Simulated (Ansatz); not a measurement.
Input:

YSiNO₂:
```
CELL_PARAMETERS angstrom
      3.57798     0.00000     0.00000
      0.00000     3.57798     0.00000
      0.00000     0.00000     3.69672
ATOMIC_POSITIONS crystal
  Y  0.00000 0.00000 0.50000
  Si 0.50000 0.50000 0.00000
  N  0.50000 0.50000 0.50000
  O  0.50000 0.00000 0.00000
  O  0.00000 0.50000 0.00000
```

This is the r²SCAN-relaxed structure. x, y and z are the axes in which the lattice vectors are written.

Question: All from plane-wave PAW r²SCAN (Ansatz code), unless another level is named. Give the Poisson's ratio.

Answer: 0.21.

Question: Predict the elastic constants (relaxed ions, GPa).

Answer: C11 = 440, C12 = 172, C13 = 185, C33 = 411, C44 = 253, C66 = 226.

Space group P4/mmm. The start of the workflow was typed in or built on a structure type; neither database checked (COD, Materials Project) lists it. COD files the formula under space group No. 15, 63, so this cell is another polymorph or a model. Its standing as an ambient phase is unchecked. The r²SCAN relaxation kept the symmetry of its start; whether a distortion lowers the energy is not shown. The run is not spin-polarised.

Potentials: the earlier of the program's two PAW sets.
